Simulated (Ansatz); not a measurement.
LaHg₂:
```yaml
crystal:
  lattice:
    - [5.01428, 0.00000, 0.00000]
    - [-2.50714, 4.34250, 0.00000]
    - [0.00000, 0.00000, 3.65726]
  atoms:
    - { symbol: La, position: [0.00000, 0.00000, 0.00000] }
    - { symbol: Hg, position: [0.33333, 0.66667, 0.50000] }
    - { symbol: Hg, position: [0.66667, 0.33333, 0.50000] }
```

Relaxed with r²SCAN. Special points in fractions of this cell's reciprocal vectors: Γ (0.000, 0.000, 0.000); M (0.500, 0.000, 0.000); K (0.333, 0.333, 0.000); A (0.000, 0.000, 0.500); L (0.500, 0.000, 0.500); H (0.333, 0.333, 0.500).

Task: List the band energies nearest the Fermi level at these points for plane-wave PAW r²SCAN (Ansatz code).

Result: In eV from the Fermi level; about four levels below and three above (degenerate sets whole), none deeper than 8.9 eV; points with the same levels are listed once.

```tsv
k	below	above
Γ	-1.05 -1.05 -0.56 -0.17	1.60 1.60 1.77
M	-5.53 -5.49 -0.42 -0.19	1.61 1.67 1.81
K	-6.57 -5.15 -5.15 -2.58	0.57 1.54 1.54
A	-7.27 -7.27 -6.84 -5.42 -2.89	0.80 0.80 1.00 1.00
L	-3.18 -1.68 -0.84 -0.24	1.63 1.76 1.81
H	-4.73 -4.73 -0.57 -0.57	0.25 1.65 1.65
```

Space group P6/mmm. The workflow started from an entry of the Crystallography Open Database (COD), which files this formula under 2 space groups. Whether it is the stable phase at ambient conditions was not checked. The cell was relaxed with r²SCAN under the symmetry of its start; whether a distortion lowers the energy is not shown. Scalar-relativistic: spin–orbit coupling is off unless named, which matters more the heavier the elements.

Potentials: the later of the program's two PAW sets.
